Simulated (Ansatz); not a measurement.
Ni (fcc, Cu type)

```xyz
1
Lattice="0.0000 1.7391 1.7391 1.7391 0.0000 1.7391 1.7391 1.7391 0.0000" Properties=species:S:1:pos:R:3 pbc="T T T"
Ni     0.0000     0.0000     0.0000
```

The slice is a {100} plane (indices of the conventional cell) through the point (0.000, 0.000, 0.000) (fractional), spanned by u = [100] and v = [0 1 -1] in vectors of this cell: u (2.46 Å) and v (2.46 Å, at 90° to u). It covers one period; positions are fractions (u, v).

All values below come from r2SCAN (plane waves to 500 eV, PAW, scalar-relativistic; Ansatz, an electronic-structure program). k mesh 23×23×23. Near the nuclei the fields are pseudised (PAW); where an atom keeps semicore shells as valence, they peak there. Ni was relaxed with its symmetry unable to fall. Relaxed Ni ends ferromagnetic. The magnetic order is the one the run started from; other orders were not tried.

### Question
What is the ELF at the midpoint of the shortest Ni–Ni line in this plane (2.46 Å)?

### Answer
0.25.

### Question
What is the valence density on the shortest Ni–Ni line in this plane (2.46 Å), at its midpoint?

### Answer
0.33 e/Å³.

### Question
Predict the map of the ELF of the up spins on the slice.

### Answer
```
|xxxxxxxxxx996644220000112211000022446699xxxxxxxx|
|xxxxxxxxxx886633110000112211000011336688xxxxxxxx|
|xxxxxxxx9977553311000011221100001133557799xxxxxx|
|xxxxxx99775544220000002233220000002244557799xxxx|
|999988775544221100001122332211000011224455778899|
|776666554422110000001133333311000000112244556666|
|444433332211000000112233443322110000001122333344|
|222211110000000011223344444433221100000000111122|
|000000000000001122334444554444332211000000000000|
|000000000011112233444455555544443322111100000000|
|111111112222333344445555555555444433332222111111|
|222222223333334444555555555555554444333333222222|
|111111112222333344445555555555444433332222111111|
|000000000011112233444455555544443322111100000000|
|000000000000001122334444554444332211000000000000|
|222211110000000011223344444433221100000000111122|
|444433332211000000112233443322110000001122333344|
|776666554422110000001133333311000000112244556666|
|999988775544221100001122332211000011224455778899|
|xxxxxx99775544220000002233220000002244557799xxxx|
|xxxxxxxx9977553311000011221100001133557799xxxxxx|
|xxxxxxxxxx886633110000112211000011336688xxxxxxxx|
|xxxxxxxxxx996644220000112211000022446699xxxxxxxx|
|xxxxxxxxxx997744220000112211000022447799xxxxxxxx|
```
Scale: ten equal steps from 0.16 (start of '0') to 0.35 (end of '9'), in the order '0123456789'. Values: ELF of the up spins. The map has 24 points along u (two characters each, u = 0 at the left) and 24 along v (v = 0 in the bottom row). Points within 0.5 Å of a nucleus are blanked (x), as the pseudised field means little there.
